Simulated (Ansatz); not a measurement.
Relaxed Te (trigonal-Te type, space group P3_121):

```xyz
3
Lattice="4.6235 0.0000 0.0000 -2.3118 4.0041 0.0000 0.0000 0.0000 5.9044" Properties=species:S:1:pos:R:3 pbc="T T T"
Te     1.1718     0.0000     1.9681
Te    -0.5859     1.0148     3.9362
Te     1.7259     2.9893     0.0000
```

In this cell atom 1 (Te, nearest neighbour Te at 2.827 Å; its periodic images, 4.6 Å or more away, move with it) is moved by s along Cartesian [111], unit vector (0.577, 0.577, 0.577); all other atoms and the cell stay fixed.

Level of theory: r2SCAN (plane waves to 500 eV, PAW, scalar-relativistic; Ansatz, a first-principles code). k mesh 7×7×5 (Γ-centred), Fermi-Dirac smearing 0.05 eV. E stands for the smeared free energy. As the smearing reaches across the gap at some points, energies and forces of such displacements shift with the k mesh and the smearing. Spin-orbit coupling is left out, though Te is heavy. Te was relaxed with its symmetry unable to fall. The PAW data are Ansatz's earlier set. The zero of ΔE is the undisplaced structure. The last digit holds for this mesh only.

```json
[
 {"s (Å)": "-0.570", "ΔE (meV/cell)": "1760.9"},
 {"s (Å)": "-0.456", "ΔE (meV/cell)": "947.3"},
 {"s (Å)": "-0.342", "ΔE (meV/cell)": "451.1"},
 {"s (Å)": "-0.228", "ΔE (meV/cell)": "170.8"},
 {"s (Å)": "-0.114", "ΔE (meV/cell)": "36.5"},
 {"s (Å)": "0.000", "ΔE (meV/cell)": "0.0"},
 {"s (Å)": "0.114", "ΔE (meV/cell)": "27.2"},
 {"s (Å)": "0.228", "ΔE (meV/cell)": "withheld"},
 {"s (Å)": "0.342", "ΔE (meV/cell)": "178.8"},
 {"s (Å)": "0.456", "ΔE (meV/cell)": "270.2"},
 {"s (Å)": "0.570", "ΔE (meV/cell)": "367.0"}
]
```

Q: Fit a polynomial form (powers 2, 3, 4) to the given rows and predict ΔE at s = 0.228.

A: Least squares on the 10 given rows: ΔE = (2336)·s² + (-3712)·s³ + (2885)·s⁴, in meV/cell with s in Å; root-mean-square residual 9.33 meV/cell. At 0.228 the fit gives 85.2 meV/cell; the calculation gives 93.5 meV/cell, so the interpolation is off by -8.3 (-8.9 %). The quadratic term alone would give 121.4 meV/cell.

(For displaced atoms, the force is minus the slope of the energy, and its curvature is a force constant, which sets phonon frequencies.)
